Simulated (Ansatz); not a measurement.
Cu Kα1 powder pattern (kinematic, no thermal factors).
2θ (°) (relative intensity): 13.05 (100), 16.07 (7), 20.76 (8), 26.28 (4), 28.02 (20), 30.96 (3), 31.02 (65), 32.47 (1), 35.13 (2), 38.79 (52), 39.88 (2), 42.24 (2), 43.25 (1), 43.41 (1), 45.52 (2), 49.44 (24), 49.58 (18), 51.45 (2), 51.50 (18), 54.09 (4), 56.98 (3), 57.92 (3), 59.65 (10), 60.40 (1), 62.01 (7), 62.21 (1), 64.67 (11), 65.43 (3), 69.27 (2), 72.63 (8), 76.31 (3), 76.42 (8), 79.66 (2), 81.16 (8), 83.24 (3), 85.63 (11), 89.87 (7)

The pattern is computed from a structure relaxed with DFT PBE, scalar-relativistic, plane waves, PAW in Ansatz 0.2.0. No spin polarisation. Its elements are Hf, S, Zr.

**Question.** Give the structure.

**Answer.** HfZr$_{2}$S$_{6}$.
Space group P-31m (No. 162). a = 6.364 Å, b = 6.364 Å, c = 6.776 Å, α = 90.00°, β = 90.00°, γ = 120.00°
```tsv
atom	site	symmetry	x	y	z
Zr	2c	3.2	0.6667	0.3333	0.0000
Hf	1a	-3.m	0.0000	0.0000	0.0000
S	6k	..m	0.3310	0.3310	0.7864
```

A pattern alone doesn't exclude other cells with like lines; this is the one computed.

The cell was found from a structure generator's guess, not taken from experiment. No dispersion correction is applied, so the spacing between layers, chains or molecules is poorly fixed.
